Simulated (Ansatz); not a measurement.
Ga3Pt2:
```
Ga3Pt2
1.0
    4.24696     0.00000     0.00000
   -2.12348     3.67798     0.00000
    0.00000     0.00000     5.23764
Pt Ga
2 3
Direct
  0.33333   0.66667   0.16613
  0.66667   0.33333   0.83387
  0.00000   0.00000   0.00000
  0.33333   0.66667   0.64405
  0.66667   0.33333   0.35595
```

Relaxed with r²SCAN. Special points in fractions of this cell's reciprocal vectors: Γ (0.000, 0.000, 0.000); M (0.500, 0.000, 0.000); K (0.333, 0.333, 0.000); A (0.000, 0.000, 0.500); L (0.500, 0.000, 0.500); H (0.333, 0.333, 0.500).

Question: List the band energies nearest the Fermi level at these points for r²SCAN in the plane-wave PAW code Ansatz.

Answer: In eV from the Fermi level; about four levels below and three above (degenerate sets whole), none deeper than 8.9 eV; points with the same levels are listed once.

| k | below | above |
|---|---|---|
| Γ | -2.62 -2.62 -2.18 -1.76 | 1.95 1.95 1.98 |
| M | -2.52 -2.45 -2.44 -1.82 | 1.38 1.85 3.56 |
| K | -3.23 -3.23 -1.01 -1.01 | 1.29 2.07 2.07 |
| A | -3.20 -3.20 -2.79 -2.79 -0.35 | 2.58 2.58 2.79 |
| L | -2.85 -2.81 -1.69 -0.18 | 2.23 2.27 3.10 |
| H | -2.85 -2.85 -2.32 -2.27 -2.27 | 0.40 5.82 6.06 6.06 |

Space group P-3m1 (La2O3 or Ni2Al3 type). The workflow started from an entry of the Crystallography Open Database (COD). Its standing as an ambient phase is unchecked. Symmetry was held in the r²SCAN relaxation; its stability against distortions is not shown here. The run is not spin-polarised. Scalar-relativistic: spin–orbit coupling is off unless named, which matters more the heavier the elements.

Potentials: the later of the program's two PAW sets.
